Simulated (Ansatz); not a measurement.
One crystal and one scan (scan of one atom of the cell) at two levels, PBE (plane waves to 420 eV, PAW, scalar-relativistic; Ansatz, a first-principles code) and r2SCAN (plane waves to 500 eV, PAW, scalar-relativistic; Ansatz), each from its own relaxed cell and on its own mesh.

The crystal is TiAl$_{3}$ (D022 type, space group I4/mmm); one Ti atom of a 4-atom cell moves by s along Cartesian x, with its periodic images.

E stands for the smeared free energy. TiAl3 is run without spin polarisation. TiAl3 was relaxed with its symmetry unable to fall. With partly filled bands, energies and forces of such displacements shift with the k mesh and the smearing. Both scans cover s from -0.270 to 0.270 Å.

```csv
quantity,run 1,run 2
Lattice constant a (Å),3.824,3.846
Lattice constant c (Å),8.561,8.620
Relaxed volume (Å³/atom),15.65,15.94
Energy at s = 0.270 Å (meV/cell),400,355
Force along the line at s = -0.270 Å (eV/Å),2.975,2.643
Force constant k = d²E/ds² at s = 0 (finite differences) (eV/Å²),10.94,9.69
```

Which run is which level?

Run 2 is PBE, run 1 is r2SCAN. PBE gives the higher value for: lattice constant a; lattice constant c; relaxed volume. PBE gives the lower value for: energy at s = 0.270 Å; force along the line at s = -0.270 Å; force constant k = d²E/ds² at s = 0. Both give the same symmetry of the curve: even: the same for both signs. Neither level is exact: the differences show how much the result hangs on the functional.

(For displaced atoms, the force is minus the slope of the energy, and its curvature is a force constant, which sets phonon frequencies.)
